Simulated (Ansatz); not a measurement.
Problem. Each is relaxed and computed with PBE (plane waves, PAW; program Ansatz). Which is the only metal?
A. TaGe2, MoSi2 or CaC2 type
B. SiGe, R-3m (Si on 6c, Ge on 6c)
C. GeS, P4/nmm (Ge on 2c, S on 2a)
D. GeSe, wurtzite

Solution. A, TaGe2, MoSi2 or CaC2 type. TaGe2: metal; SiGe: gap 0.38 eV (indirect); GeS: gap 0.53 eV (indirect); GeSe: gap 0.91 eV (indirect). Constructed cells (a structure type filled with these elements, in neither database checked): TaGe2, MoSi2 or CaC2 type; GeS, P4/nmm (Ge on 2c, S on 2a); GeSe, wurtzite. Typed or built starts, not in the databases checked: SiGe, R-3m (Si on 6c, Ge on 6c). Not the usual ambient phase: GeSe, wurtzite. Weakly bound layers, chains or molecules computed without a dispersion correction, so cells and soft constants are ill determined: GeS, P4/nmm (Ge on 2c, S on 2a). All cells were relaxed under the symmetry of their starts (and spin orders); stability against distortions was not tested throughout. Rows with no word on spin ran without spin polarisation. Scalar-relativistic: spin–orbit coupling is off unless named, which matters more the heavier the elements.

Potentials: the later of the program's two PAW sets.
